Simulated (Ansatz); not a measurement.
AlRu (CsCl type, Pm-3m) at seven volumes, the program Ansatz at the PBE level (PAW), scaled uniformly. One row is withheld.

```json
[
 {"V (Å³/atom)": "12.335", "P (GPa)": "23.59"},
 {"V (Å³/atom)": "12.741", "P (GPa)": "?"},
 {"V (Å³/atom)": "13.148", "P (GPa)": "6.63"},
 {"V (Å³/atom)": "13.554", "P (GPa)": "0.00"},
 {"V (Å³/atom)": "13.961", "P (GPa)": "-5.63"},
 {"V (Å³/atom)": "14.368", "P (GPa)": "-10.42"},
 {"V (Å³/atom)": "14.774", "P (GPa)": "-14.48"}
]
```

**Question.** Fit the shown pressures and predict the withheld one.

**Answer.** P = (3/2)B₀(x^(7/2) − x^(5/2))[1 + (3/4)(B′ − 4)(x − 1)] with x = (V₀/V)^(2/3). Least squares on the six rows gives V₀ = 13.555 Å³/atom, B₀ = 203 GPa, B′ = 4.41. At V = 12.741, x = 1.0422 and P = 14.42 GPa. The run itself gave 14.42 GPa.

The cell was relaxed with PBE under the symmetry of its start. The run is not spin-polarised.

Potentials: the later of the program's two PAW sets.
